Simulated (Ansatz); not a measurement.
Stability checks on a candidate for Al₄Fe₃Co

The structure comes from a generated guess, relaxed at this level; another structure or a mixture of phases may lie lower.

Computed with Ansatz, DFT PBE, scalar-relativistic, plane waves, PAW. The final run on the 8-atom cell used 420 eV, a Γ-centred 14×14×4 mesh, 0.10 eV smearing and collinear spin.

```cif
data_structure
_symmetry_space_group_name_H-M 'P 1'
_symmetry_Int_Tables_number 1
_cell_length_a 2.8665
_cell_length_b 2.8665
_cell_length_c 11.4852
_cell_angle_alpha 90.000
_cell_angle_beta 90.000
_cell_angle_gamma 90.000
_cell_volume 94.37
loop_
_atom_site_label
_atom_site_type_symbol
_atom_site_fract_x
_atom_site_fract_y
_atom_site_fract_z
_atom_site_occupancy
Al1 Al 0.00000 0.00000 0.62517 1
Al2 Al 0.00000 0.00000 0.37483 1
Al3 Al 0.00000 0.00000 0.12547 1
Al4 Al 0.00000 0.00000 0.87453 1
Fe1 Fe 0.50000 0.50000 0.24992 1
Fe2 Fe 0.50000 0.50000 0.00000 1
Fe3 Fe 0.50000 0.50000 0.75008 1
Co1 Co 0.50000 0.50000 0.50000 1
```

The zero of energy is the elements' standard structures at the same level; no fitted shifts are applied.

Question: These tests were run: energy against the elements; random kick, then relaxation without symmetry; phonons at Γ; elastic tensor. What do they show?

Answer:

| test | result |
| --- | --- |
| energy against the elements | −0.39 eV/atom |
| random kick, then relaxation without symmetry | returns |
| phonons at Γ | lowest optical mode 134 cm⁻¹ |
| elastic tensor | least eigenvalue 121 GPa |

It fails none of these tests. Other phases of the system weren't compared here, so this isn't yet thermodynamic stability. Phonons away from Γ weren't computed.

The magnetic state reached may not be the lowest. The kick test ran on a coarse mesh. The run for the phonons used a 16×16×4 k mesh and Gaussian smearing of 0.20 eV. The run for the elastic tensor used a 16×16×4 k mesh and Gaussian smearing of 0.20 eV. The cell carries site moments Co -0.1; Fe 0.6 (×2), 0.7 μB.
